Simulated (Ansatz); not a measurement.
LiBr:
```xyz
2
Lattice="0.0000 2.6550 2.6550 2.6550 0.0000 2.6550 2.6550 2.6550 0.0000" Properties=species:S:1:pos:R:3 pbc="T T T"
Li     0.0000     0.0000     0.0000
Br     2.6550     2.6550     2.6550
```

Relaxed with LDA.

**Question.** Give the optical modes at the zone centre with their infrared and Raman activity from DFPT, the program Ansatz at the LDA level (PAW).

**Answer.** Transverse frequencies, without the LO–TO term; a row sums one degenerate level.

```json
[
 {"ω (cm⁻¹)": "196", "degeneracy": "3", "IR ((D/Å)²/amu)": "15.93", "Raman (Å⁴/amu)": "0", "activity": "IR", "symmetry": "T1u"}
]
```

**Question.** How high does the top mode go among those that the LO–TO term moves?

**Answer.** 347 cm⁻¹ for q along x.

Space group Fm-3m (rock salt). Symmetry was held in the LDA relaxation; phonons on a q-mesh show no instability.

Potentials: the later of the program's two PAW sets.
